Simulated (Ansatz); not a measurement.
Consider the following.

AlP:
```
AlP
1.0
    0.00000     2.73522     2.73522
    2.73522     0.00000     2.73522
    2.73522     2.73522     0.00000
P Al
1 1
Direct
  0.75000   0.75000   0.75000
  0.00000   0.00000   0.00000
```

This is the PBEsol-relaxed structure.

All from PBEsol (plane waves, PAW; program Ansatz), unless another level is named. Estimate the hole effective mass, band 1 of 3 at the edge.

0.54 along [100], 6.7 along [110], 1.4 along [111] (mₑ).

Next, the electron effective mass?

0.24, 0.24, 0.77 mₑ (principal values).

And the HSE06 gap on the PBEsol cell?

2.28 eV.

Give the conduction-band minimum.

at X (3 equivalent valleys).

And the valence-band maximum?

at Γ.

Next, the weight of the conduction-edge state by species (Voronoi cells)?

Al 63 %, P 37 %.

Space group F-43m (zinc blende). Symmetry was held in the PBEsol relaxation.

Potentials: the later of the program's two PAW sets.
